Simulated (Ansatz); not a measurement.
BN:
```yaml
crystal:
  lattice:
    - [0.00000, 1.80440, 1.80440]
    - [1.80440, 0.00000, 1.80440]
    - [1.80440, 1.80440, 0.00000]
  atoms:
    - { symbol: B, position: [0.00000, 0.00000, 0.00000] }
    - { symbol: N, position: [0.25000, 0.25000, 0.25000] }
```

Cartesian axes are those of the cell as given.

Question: Give the high-frequency dielectric tensor and the Born effective charge tensors of the independent atoms from DFPT, plane-wave PAW r²SCAN (Ansatz code).

Answer: 
ε∞:
```
4.46  0.00  0.00
0.00  4.46  0.00
0.00  0.00  4.46
```
Z* of atom 1 (B), rows: field, columns: displacement, in e:
```
1.98  0.00  0.00
0.00  1.98  0.00
0.00  0.00  1.98
```
Z* of atom 2 (N), rows: field, columns: displacement, in e:
```
-1.98   0.00   0.00
 0.00  -1.98   0.00
 0.00   0.00  -1.98
```

Static charges for comparison (Bader): B1 +2.25, N2 -2.25 e. Born charges measure polarisation by displacement and can exceed these by far.

Space group F-43m (zinc blende). The r²SCAN relaxation kept the symmetry of its start; phonons on a q-mesh show no instability.

Potentials: the earlier of the program's two PAW sets.
